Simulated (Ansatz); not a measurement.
Computed with DFT PBE, scalar-relativistic, plane waves, PAW (Ansatz 0.2.0). All cells share a 420 eV cutoff and Γ-centred k meshes spaced at most about 0.3 Å⁻¹ (2π included). No spin polarisation in the final relaxations.

All energies are static (0 K, no zero-point motion). Lower structures may exist.

Problem. Which of these relaxed structures of Y2AlN3 is the lowest in energy?
A.

```
Y Al N
1.0
     3.31491    0.00000    0.00000
    -1.65745    2.87080    0.00000
     0.00000    0.00000    7.97758
Y Al N
2 1 3
Direct
  0.33333 0.66667 0.68186
  0.66667 0.33333 0.31814
  0.00000 0.00000 0.00000
  0.33333 0.66667 0.14008
  0.66667 0.33333 0.85992
  0.00000 0.00000 0.50000
```

B.

```
Y Al N
1.0
     5.61617   -3.13117    0.00000
     5.61617    3.13117    0.00000
     0.00000    0.00000    5.11778
Y Al N
4 2 6
Direct
  0.47582 0.84173 0.95427
  0.15827 0.52418 0.95427
  0.52418 0.15827 0.45427
  0.84173 0.47582 0.45427
  0.84106 0.15894 0.98190
  0.15894 0.84106 0.48190
  0.46542 0.83208 0.41595
  0.16792 0.53458 0.41595
  0.53458 0.16792 0.91595
  0.83208 0.46542 0.91595
  0.87739 0.12261 0.34968
  0.12261 0.87739 0.84968
```

C.

```
Y Al N
1.0
     5.58276    0.00000    0.00000
    -2.79138    4.83481    0.00000
     0.00000    0.00000    3.20658
Y Al N
2 1 3
Direct
  0.33333 0.66667 0.07899
  0.66667 0.33333 0.92101
  0.00000 0.00000 0.50000
  0.33218 0.00000 0.50000
  0.00000 0.33218 0.50000
  0.66782 0.66782 0.50000
```

Solution. B. It has Y and Al ordered on wurtzite sites, space group Cmc2_1 (No. 36); the next, A, with Y and Al ordered on rock salt sites, space group P-3m1 (No. 164), lies 92 meV/atom higher. Counting N atoms around Al and Y (those within 1.25 times the shortest such distance or 1.15 times the sum of covalent radii; a plus sign parts nearer from farther groups), the lowest has Y 4+1, Al 4 and the next has Y 6, Al 6.

The Cmc2_1 cell at 15.0 Å³/atom was relaxed from a Materials Project cell. With atoms moved at random, P-3m1 came back. Other cells relaxed within their symmetry can be saddle points. Some types were kept out of the candidates beforehand, so the set may lack a known form.
